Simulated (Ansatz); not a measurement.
**Ti single point**

Input file of Ansatz 0.2.0:

```yaml
crystal:
  lattice:
    - [-1.651458, 1.651458, 1.651458]
    - [1.651458, -1.651458, 1.651458]
    - [1.651458, 1.651458, -1.651458]
  atoms:
    - { symbol: Ti, position: [0.0, 0.0, 0.0] }
  symmetry: { tolerance: 0.0003 }
kpoints:
  mp_grid: { grid: [14, 14, 14], shift: [0, 0, 0] }
  band_path:
    path:
      - [0.0, 0.0, 0.0]
      - [0.5, -0.5, 0.5]
      - [0.0, 0.0, 0.5]
      - [0.0, 0.0, 0.0]
      - [0.25, 0.25, 0.25]
      - [0.5, -0.5, 0.5]
      - [0.25, 0.25, 0.25]
      - [0.0, 0.0, 0.5]
    npoints: 8
magnetization:
  spin_polarized: false
scf:
  occupations: { method: fermi_dirac }
  lower_state_search: "off"
  max_iter: 200
hamiltonian:
  pseudopotentials: { kind: paw }
  xc: lda
basis:
  ecutwfc: 420
  fft_grid_basis: typed
output:
  forces: true
  stress: true
  eigenvalues: true
  bader: true
  populations: true
  elf: true
  write_potential: true
  volumetric_format: npy
  dos:
    e_range: [-12, 8]
    de: 0.05
    projected: { site_lists: { Ti: [Ti] } }
checkpoint:
  read: saved_state
```

Run as

```sh
ansatz run input.yaml --threads 1 --pin off --max-ram 2560MiB --backend cpu --events-out ev --progress --plain --runs-dir out
```

The run starts from an earlier solution of this cell. 

Parts of the output:

```
SCF iter   1: F=—  Δρ=6.66e-4  dr2=2.89e-5
SCF iter   2: F=—  Δρ=3.25e-4  dr2=3.80e-6
SCF iter   3: F=—  Δρ=1.49e-4  dr2=1.07e-6
SCF iter   4: F=-2450.1595 eV  Δρ=1.00e-5  dr2=2.62e-9
Free energy (F): -2450.1595 eV
Harris-Foulkes:  -2450.1595 eV  (|F-HF|=2.40e-9)
Internal energy: -2450.0785 eV  (E = F + TS)
E sigma→0 (E₀):  -2450.1190 eV
Entropy (-TS):   -0.0810 eV (-81.028 meV/atom)
Fermi energy:    12.2558 eV
--- Stress (GPa, compression-positive) ---
      -11.9427       0.0000       0.0000
        0.0000     -11.9427       0.0000
        0.0000       0.0000     -11.9427
  P = ⅓ Tr σ = -11.9427 GPa (-119.427 kbar)
--- Bader charges: 1 site ---
  site symbol  charge [e]  shift [e]
     0     Ti      0.0000     0.0000
```

Origin: a database entry at a rescaled volume. Caveats: many states at the Fermi level without spin polarisation, so a magnetic state may lie lower; atoms or cell far from equilibrium.
